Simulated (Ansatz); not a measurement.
Consider the following.

Tl$_{2}$SnCl$_{6}$:
```cif
data_Cl6SnTl2
_chemical_formula_sum 'Tl2 Sn1 Cl6'
_space_group_name_H-M_alt 'P 1'
_space_group_IT_number 1
_cell_length_a 7.02073
_cell_length_b 7.02073
_cell_length_c 7.02073
_cell_angle_alpha 60.000
_cell_angle_beta 60.000
_cell_angle_gamma 60.000
loop_
_space_group_symop_operation_xyz
  'x, y, z'
loop_
_atom_site_label
_atom_site_type_symbol
_atom_site_fract_x
_atom_site_fract_y
_atom_site_fract_z
_atom_site_occupancy
Tl1 Tl 0.75000 0.75000 0.75000 1
Tl2 Tl 0.25000 0.25000 0.25000 1
Sn1 Sn 0.00000 0.00000 0.00000 1
Cl1 Cl 0.75425 0.75425 0.24575 1
Cl2 Cl 0.24575 0.24575 0.75425 1
Cl3 Cl 0.24575 0.75425 0.75425 1
Cl4 Cl 0.75425 0.24575 0.24575 1
Cl5 Cl 0.75425 0.24575 0.75425 1
Cl6 Cl 0.24575 0.75425 0.24575 1
```

This is the r²SCAN+D4-relaxed structure.

Q: All from r²SCAN+D4 in the plane-wave PAW code Ansatz, unless another level is named. Predict the gap with spin–orbit coupling.

A: 2.89 eV.

Q: And the formation energy from the elements (no fitted shifts)?

A: -1.20 eV/atom.

Q: Predict the band gap.

A: 2.90 eV (smallest direct gap 2.91 eV).

Q: Give the hole effective mass with spin–orbit coupling, band 1 of 2 at the edge.

A: 3.2 along [100], 2.1 along [110], 1.7 along [111] (mₑ).

Q: Give the electron effective mass.

A: 0.45 mₑ (isotropic).

Q: Predict the HSE06 gap on the r²SCAN+D4 cell.

A: 3.55 eV.

Space group Fm-3m. The first step of the workflow began from a Materials Project structure, measured or hypothetical; the Crystallography Open Database files this formula in space group No. 225, but the cells were not matched. Its standing as an ambient phase is unchecked. The cell was relaxed with r²SCAN+D4 under the symmetry of its start; whether a distortion lowers the energy is not shown. The references are the lowest solids computed at this level, not always the standard phases (solids in place of the gases). Scalar-relativistic: spin–orbit coupling is off unless named, which matters more the heavier the elements.

Potentials: the later of the program's two PAW sets.
